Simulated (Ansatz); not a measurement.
The numbers come from plane-wave PAW DFT (Ansatz): r2SCAN, no spin polarisation, 500 eV, 9×9×3 Γ-centred k points, fermi-dirac occupations (width 0.1 eV). Nothing was relaxed.

Computed maps in the lattice plane spanned by a (left to right, 3.94 Å, 12 points from zero) and b (bottom to top, 3.94 Å, 12 points from zero), 90° apart, at height 0.000 along c. The fields are smooth PAW ones with compensation charges, not the true ones near nuclei.

Valence density. Digits on a logarithmic scale: 0 up to 0.03 e/Å³, each further digit a factor of 1.6, 9 from 1.3 e/Å³ up:
```
998689998689
986568986568
765445554456
986432323468
998521112589
999531013599
998521112589
986432323468
765445554456
986568986568
998689998689
999799999799
```

Q: The cell is CsCa$_{2}$Ga$_{3}$O$_{10}$. Which atoms lie within 0.2 Å of this plane, and where (fractions of a and b)?

A: Ga at (0.00, 0.00), O at (0.00, 0.50), O at (0.50, 0.00). The whole cell:
```xyz
16
Lattice="3.9398 0.0000 0.0000 0.0000 3.9398 0.0000 0.0000 0.0000 15.5456" Properties=species:S:1:pos:R:3 pbc="T T T"
Cs    1.9699    1.9699    7.7728
Ga    0.0000    0.0000    0.0000
Ga    0.0000    0.0000    4.3341
Ga    0.0000    0.0000   11.2115
O     0.0000    1.9699    3.9641
O     1.9699    0.0000    3.9641
O     0.0000    1.9699   11.5815
O     1.9699    0.0000   11.5815
O     0.0000    0.0000    1.9432
O     0.0000    0.0000   13.6024
O     0.0000    0.0000    6.0783
O     0.0000    0.0000    9.4673
Ca    1.9699    1.9699    2.2697
Ca    1.9699    1.9699   13.2759
O     0.0000    1.9699    0.0000
O     1.9699    0.0000    0.0000
```

Origin: a known structure type with other elements, at an estimated volume, so it need not be a known compound. Caveats: many states at the Fermi level without spin polarisation, so a magnetic state may lie lower; atoms or cell far from equilibrium.
